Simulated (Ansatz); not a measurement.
TiB$_{2}$ (AlB2 type, space group P6/mmm)

```xyz
6
Lattice="6.0637 0.0000 0.0000 -1.5159 2.6256 0.0000 3.0318 0.0000 3.2243" Properties=species:S:1:pos:R:3 pbc="T T T"
Ti     0.0000     0.0000     0.0000
Ti     3.0318     0.0000     0.0000
B      6.0637     1.7504     1.6121
B      3.0318     1.7504     1.6121
B      1.5159     0.8752     1.6121
B      4.5478     0.8752     1.6121
```

A phonon eigenvector at L = (0.5, 0.0, 0.5) is frozen into this cell: atom i moves by Q times the vector below, so Q is the largest atomic displacement, in Å. The cell is held. (q is in reciprocal vectors of the primitive cell; the cell shown is doubled to hold the pattern.)

| atom | x | y | z |
|---|---|---|---|
| Ti1 | 0.500 | -0.866 | 0.000 |
| Ti2 | -0.500 | 0.866 | 0.000 |

Atoms not listed stay in place.

The numbers are results of PBE (plane waves to 420 eV, PAW, scalar-relativistic; Ansatz, a first-principles code), not measurements. k mesh 18×18×18 (Γ-centred), Fermi-Dirac smearing 0.05 eV. Energies are smeared free energies. With partly filled bands, energies and forces of such displacements shift with the k mesh and the smearing. The PAW data are Ansatz's earlier set. TiB2 is run without spin polarisation. TiB2 was relaxed with its symmetry unable to fall. ΔE is measured from the undisplaced structure.

```json
[
 {"Q (Å)": "-0.280", "ΔE (meV/cell)": "1501"},
 {"Q (Å)": "-0.187", "ΔE (meV/cell)": "694"},
 {"Q (Å)": "-0.093", "ΔE (meV/cell)": "178"},
 {"Q (Å)": "0.000", "ΔE (meV/cell)": "0"},
 {"Q (Å)": "0.093", "ΔE (meV/cell)": "178"},
 {"Q (Å)": "0.187", "ΔE (meV/cell)": "694"},
 {"Q (Å)": "0.280", "ΔE (meV/cell)": "1501"}
]
```

Q: Which DFPT wavenumber at L = (0.5, 0.0, 0.5) belongs to this mode?
(A) 520 cm⁻¹
(B) 870 cm⁻¹
(C) 343 cm⁻¹
(D) 774 cm⁻¹

A: C, 343 cm⁻¹. The curvature of the scan gives 343 cm⁻¹

(A displaced cell: forces are minus the slopes of the energy, force constants its curvatures, and phonons follow from these.)
